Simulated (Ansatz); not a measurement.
# LuBRh3: reading a single point

```yaml
crystal:
  lattice:
    - [4.18476, 0.00000, 0.00000]
    - [0.00000, 4.18476, 0.00000]
    - [0.00000, 0.00000, 4.18476]
  atoms:
    - { symbol: Rh, position: [0.00000, 0.50000, 0.50000] }
    - { symbol: Rh, position: [0.50000, 0.00000, 0.50000] }
    - { symbol: Rh, position: [0.50000, 0.50000, 0.00000] }
    - { symbol: Lu, position: [0.00000, 0.00000, 0.00000] }
    - { symbol: B, position: [0.50000, 0.50000, 0.50000] }
```

The numbers come from plane-wave PAW DFT (Ansatz): r2SCAN, no spin polarisation, 500 eV, 8×8×8 Γ-centred k points, fermi-dirac occupations (width 0.1 eV). Nothing was relaxed.

**Formation energy.** -0.85 eV an atom against the elements' usual phases (free molecules for gases, crystals otherwise, with no correction for O₂ or N₂), so it is bound against them; other compounds may still compete. Relaxing would lower it.
**Charges.** Bader charges in e: Lu +1.73, B -0.06, Rh -0.56. In the mean Lu gives up most and Rh takes most.
**At the Fermi level.** It is a metal, with about 3.4 states/eV a cell as the mean within 0.25 eV of the Fermi level, mostly Rh d (95 %).
**Stress.** The pressure is -5.8 GPa (compression positive), so with the atoms held at these fractions the cell would first shrink.

Origin: a database entry at a rescaled volume. Caveats: many states at the Fermi level without spin polarisation, so a magnetic state may lie lower.
